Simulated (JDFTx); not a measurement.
An input for a modified build of JDFTx (iodoethane, C2H5I (SMILES CCI), charge 0, multiplicity 1; bohr, hartree):

```
lattice \
  16.5351035905 0.0000000000 0.0000000000 \
  0.0000000000 13.7005144035 0.0000000000 \
  0.0000000000 0.0000000000 13.2280828724
coords-type Cartesian
ion C -2.0633088320 -0.1322005171 0.0002337189 0
ion C 0.5907455423 0.9207876100 0.0002493909 0
ion I 3.4103631117 -2.0465769680 0.0003233893 0
ion H -2.4026342161 -1.2848936966 -1.6683332011 0
ion H -3.4103631117 1.4255402953 0.0003059335 0
ion H -2.4023572260 -1.2850440089 1.6688511674 0
ion H 0.9602139246 2.0458095077 -1.6779816838 0
ion H 0.9603150248 2.0465769680 1.6779816838 0
ion-species pseudo/c_pbe_v1.2.upf
ion-species pseudo/i_pbe_v1.upf
ion-species pseudo/h_pbe_v1.4.upf
core-overlap-check none
elec-cutoff 20 100
elec-ex-corr gga-PBE
symmetries none
coulomb-interaction Isolated
coulomb-truncation-embed 0 0 0
elec-n-bands 10
electronic-minimize nIterations 150 energyDiffThreshold 1e-7
dump-name s0.$VAR
dump End State Ecomponents EigStats BandEigs Forces ElecDensity IonicPositions
```

Q: What happens when this is run, and what should be changed?

A: It stops during set-up with
```
Atom 3 lies within the margin of 5 bohrs from the truncation boundary.
Expand unit cell, or if absolutely sure, reduce coulomb-truncation-ion-margin.
Failed.
```
The box is too small for the truncated Coulomb interaction: enlarge the cell, or lower coulomb-truncation-ion-margin if the density is known to be confined.
